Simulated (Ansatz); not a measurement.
Bands of Gd

```
CELL_PARAMETERS angstrom
3.64850 0.00000 0.00000
-1.82425 3.15970 0.00000
0.00000 0.00000 5.83659
ATOMIC_POSITIONS crystal
Gd 0.33333 0.66667 0.25000
Gd 0.66667 0.33333 0.75000
```

Atoms are numbered in the order listed.

The cell was built from the hcp type and relaxed in the same program, and has space group P6_3/mmc; it needn't be a known or the stable phase.

Where the f shell is localised, expect the real compound to differ from this run without U.

Computed with DFT, PBE, all-electron LAPW, Dirac equation with spin-orbit coupling in Ansatz 0.2.0.

Numerical set-up: a Γ-centred 14×14×8 k mesh, Fermi–Dirac smearing of 0.05 eV, basis error target 1 meV/atom, spin-polarised from start moments Gd1 7, Gd2 7 μB, magnetisation along z, ending with a spin moment of 15.23 μB in the cell.

Points in fractions of the reciprocal vectors of this cell: Γ (0, 0, 0), M (0.5, 0, 0), K (0.333, 0.333, 0), A (0, 0, 0.5), L (0.5, 0, 0.5), H (0.333, 0.333, 0.5). The path joins them by straight lines in the order Γ–M–K–Γ–A–L–H–A–L; legs that retrace an earlier one aren't tabulated. Energies are in eV from the Fermi level.

(1) Metal or insulator at this level of theory?

(2) Tabulate bands 54 to 59, counted from the lowest band of the run, along the path.

Results:

(1) No gap opens: metallic or semimetallic.

(2) 
| k (1/Å) | point | band 54 | band 55 | band 56 | band 57 | band 58 | band 59 |
| --- | --- | --- | --- | --- | --- | --- | --- |
| 0.00 | Γ | -1.38 | 0.23 | 0.29 | 0.33 | 0.39 | 0.42 |
| 0.20 |  | -1.15 | 0.21 | 0.28 | 0.32 | 0.37 | 0.44 |
| 0.40 |  | -0.61 | -0.02 | 0.18 | 0.23 | 0.25 | 0.28 |
| 0.60 |  | -0.67 | -0.38 | -0.12 | 0.00 | 0.22 | 0.31 |
| 0.80 |  | -1.12 | -0.61 | -0.42 | -0.14 | 0.28 | 0.33 |
| 0.99 | M | -1.01 | -0.84 | -0.56 | -0.12 | 0.30 | 0.32 |
| 1.11 |  | -0.93 | -0.76 | -0.56 | -0.17 | 0.30 | 0.32 |
| 1.22 |  | -0.71 | -0.56 | -0.54 | -0.29 | 0.30 | 0.32 |
| 1.34 |  | -0.57 | -0.44 | -0.40 | -0.23 | 0.31 | 0.32 |
| 1.45 |  | -0.58 | -0.54 | -0.08 | 0.04 | 0.30 | 0.32 |
| 1.57 | K | -0.58 | -0.52 | 0.11 | 0.16 | 0.27 | 0.31 |
| 1.80 |  | -0.67 | -0.55 | -0.49 | 0.04 | 0.29 | 0.32 |
| 2.03 |  | -0.81 | -0.54 | -0.17 | 0.03 | 0.17 | 0.33 |
| 2.26 |  | -0.39 | -0.18 | 0.00 | 0.14 | 0.19 | 0.28 |
| 2.49 |  | -1.07 | 0.21 | 0.28 | 0.32 | 0.37 | 0.44 |
| 2.72 | Γ | -1.38 | 0.23 | 0.29 | 0.33 | 0.39 | 0.42 |
| 2.82 |  | -1.41 | 0.24 | 0.28 | 0.34 | 0.39 | 0.42 |
| 2.93 |  | -1.52 | 0.24 | 0.26 | 0.34 | 0.38 | 0.41 |
| 3.04 |  | -1.76 | 0.23 | 0.24 | 0.34 | 0.36 | 0.37 |
| 3.15 |  | -2.13 | 0.22 | 0.24 | 0.32 | 0.35 | 0.37 |
| 3.25 | A | -2.59 | 0.23 | 0.23 | 0.36 | 0.36 | 0.40 |
| 3.45 |  | -2.39 | 0.21 | 0.21 | 0.27 | 0.27 | 0.36 |
| 3.65 |  | -1.89 | -0.05 | -0.05 | 0.17 | 0.17 | 0.35 |
| 3.85 |  | -1.43 | -0.30 | -0.30 | 0.19 | 0.19 | 0.33 |
| 4.05 |  | -1.29 | -0.43 | -0.43 | 0.23 | 0.23 | 0.32 |
| 4.25 | L | -1.28 | -0.48 | -0.48 | 0.24 | 0.24 | 0.31 |
| 4.36 |  | -1.20 | -0.45 | -0.42 | 0.22 | 0.25 | 0.31 |
| 4.48 |  | -0.99 | -0.35 | -0.30 | 0.21 | 0.25 | 0.30 |
| 4.59 |  | -0.69 | -0.23 | -0.18 | 0.19 | 0.20 | 0.26 |
| 4.71 |  | -0.38 | -0.38 | -0.27 | 0.02 | 0.06 | 0.12 |
| 4.82 | H | -0.49 | -0.21 | -0.18 | -0.12 | 0.00 | 0.01 |
| 5.05 |  | -0.58 | -0.29 | -0.25 | 0.16 | 0.17 | 0.21 |
| 5.28 |  | -1.06 | -0.33 | -0.25 | 0.15 | 0.23 | 0.31 |
| 5.51 |  | -1.68 | -0.14 | -0.12 | 0.14 | 0.17 | 0.33 |
| 5.74 |  | -2.32 | 0.20 | 0.20 | 0.23 | 0.23 | 0.35 |
| 5.97 | A | -2.59 | 0.23 | 0.23 | 0.36 | 0.36 | 0.40 |
